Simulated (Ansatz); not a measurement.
B$_{2}$Ir:
```yaml
crystal:
  lattice:
    - [3.09604, 0.00000, 0.00000]
    - [-1.54802, 2.68125, 0.00000]
    - [0.00000, 0.00000, 3.22631]
  atoms:
    - { symbol: Ir, position: [0.00000, 0.00000, 0.00000] }
    - { symbol: B, position: [0.33333, 0.66667, 0.50000] }
    - { symbol: B, position: [0.66667, 0.33333, 0.50000] }
```

Relaxed with r²SCAN. Special points in fractions of this cell's reciprocal vectors: Γ (0.000, 0.000, 0.000); M (0.500, 0.000, 0.000); K (0.333, 0.333, 0.000); A (0.000, 0.000, 0.500); L (0.500, 0.000, 0.500); H (0.333, 0.333, 0.500).

Q: List the band energies nearest the Fermi level at these points for DFT-r²SCAN with spin–orbit coupling in the program Ansatz with PAW potentials.

A: In eV from the Fermi level; about four levels below and three above (degenerate sets whole), none deeper than 8.9 eV; points with the same levels are listed once.

| k | below | above |
|---|---|---|
| Γ | -2.42 -2.42 -1.94 -1.94 | 1.48 1.48 1.97 1.97 |
| M | -1.34 -1.34 -0.25 -0.25 | 2.06 2.06 5.49 5.49 |
| K | -1.88 -1.88 -1.79 -1.79 | 5.81 5.81 6.08 6.08 |
| A | -1.90 -1.90 -1.90 -1.90 | 5.18 5.18 8.08 8.08 |
| L | -1.53 -1.53 -1.08 -1.08 | 1.94 1.94 2.27 2.27 |
| H | -6.02 -6.02 -1.58 -1.58 | 1.43 1.43 1.59 1.59 |

Space group P6/mmm. The cell is a constructed one: a structure type filled with these elements; neither database checked (COD, Materials Project) lists it. Its standing as an ambient phase is unchecked. Symmetry was held in the r²SCAN relaxation. At this level the phase is mechanically unstable. No spin polarisation was allowed.

Potentials: the earlier of the program's two PAW sets.
